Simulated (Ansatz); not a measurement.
Al3GaAs4 (P-4m2), relaxed and computed with several functionals in Ansatz (plane waves, PAW).

| functional | a (Å) | c (Å) | V (Å³/atom) | gap (eV) | B₀ by P(V) fit (GPa) |
|---|---|---|---|---|---|
| PBEsol | [?] | [?] | [?] | [?] | [?] |
| r²SCAN | 4.014 | 11.338 | 22.84 | 1.79 | 75.0 |
| PBE | 4.056 | 11.452 | 23.55 | 1.27 | 65.5 |

Q: Some entries are withheld; supply them.

A: 
- PBEsol, a (Å): 4.012
- PBEsol, c (Å): 11.330
- PBEsol, V (Å³/atom): 22.80
- PBEsol, gap (eV): 1.33
- PBEsol, B₀ by P(V) fit (GPa): 71.4

Typed or built starts, not in the databases checked: Al3GaAs4, P-4m2 (Pearson symbol tP8). All cells were relaxed under the symmetry of their starts (and spin orders); stability against distortions was not tested throughout. Spin–orbit coupling is left out wherever it is not named.

Potentials: the earlier of the program's two PAW sets. The files were generated under PBE; for other functionals the program regenerates the frozen cores, and for LDA and PBEsol the local potential too.

Ansatz (a program for electronic structure) is a plane-wave DFT program.
